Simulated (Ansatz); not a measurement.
The guess for SiF was proposed by analogy with related compounds (Pmmn, No. 59). Its size is a guess.

```
Si F
1.0
     3.79732    0.00000    0.00000
     0.00000    6.23150    0.00000
     0.00000    0.00000    5.84203
Si F
4 4
Direct
  0.00000 0.81400 0.09100
  0.50000 0.68600 0.90900
  0.50000 0.31400 0.90900
  0.00000 0.18600 0.09100
  0.00000 0.76400 0.35000
  0.50000 0.73600 0.65000
  0.50000 0.26400 0.65000
  0.00000 0.23600 0.35000
```

These are results of DFT PBE, scalar-relativistic, plane waves, PAW (Ansatz), not measurements. Cutoff 420 eV, Gaussian smearing, Γ-centred meshes. Cell and atoms relax first on a coarse mesh, the cell is then made exact in the group found at 0.06 to 0.08 Å, and last on a converged mesh; the steps can't lower the symmetry of their start. No spin polarisation.

A guess keeps its type if space group and coordination stay and the shape of the cell changes little (axis ratios within about 15 %, angles within 6°); the volume may change.

**Question.** Does it keep its structure type, or change into something else?

**Answer.** It keeps its type. The symmetry stays Pmmn (No. 59). The volume per atom grows by 26.6 %, from 17.3 to 21.9 Å³. The shortest distance goes from 1.54 Å (Si–F) to 1.63 Å (Si–F). Counting neighbours within 15 % of an atom's shortest distance, the start has F 1, Si 1 and the end F 1, Si 1.

Formation energies are uncorrected and refer to the elements' standard structures at the same level (F₂ as a molecule).

**Question.** At what energy does it end?

**Answer.** −1.686 eV/atom.

The last run used a 10×6×6 mesh (in the run's order of axes) for its 8-atom cell and Gaussian smearing of 0.02 eV. No dispersion correction is applied, so the spacing and binding between layers, chains or molecules are poorly described. A later test with randomly moved atoms came back to the same energy, though modes that don't fit the test's cell weren't probed. Another cell of the same search, in P-3m1, lies 15 meV/atom lower, so this cell isn't the stable form at this level.
